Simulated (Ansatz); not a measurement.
BaTiO3 in space group P4mm (No. 99; Ba on 1b, Ti on 1a, O on 2c, O on 1a) under volume change, plane-wave PAW r²SCAN (Ansatz code), shape and atoms relaxed at each volume.

```
V (Å³/atom)  E − E(relaxed) (meV/atom)     P (GPa)
-----------  -------------------------  ----------
11.813                            51.0       16.29
12.202                            20.5        9.25
12.591                      (withheld)  (withheld)
12.981                             0.0        0.00
13.370                             3.8       -2.91
13.760                      (withheld)  (withheld)
14.149                            26.5       -5.90
```

Q: Complete the blanks.

A: 
- 12.591, E − E(relaxed) (meV/atom): 4.6
- 12.591, P (GPa): 4.00
- 13.760, E − E(relaxed) (meV/atom): 13.4
- 13.760, P (GPa): -4.84

Q: What does a third-order Birch–Murnaghan fit give for V₀, B₀ and B′?

A: V₀ = 12.98 Å³/atom, B₀ = 111 GPa, B′ = 10.1.

The r²SCAN relaxation kept the symmetry of its start. At this level the phase is dynamically unstable (imaginary phonons). No spin polarisation was allowed. Scalar-relativistic: spin–orbit coupling is off unless named, which matters more the heavier the elements.

Potentials: the earlier of the program's two PAW sets.
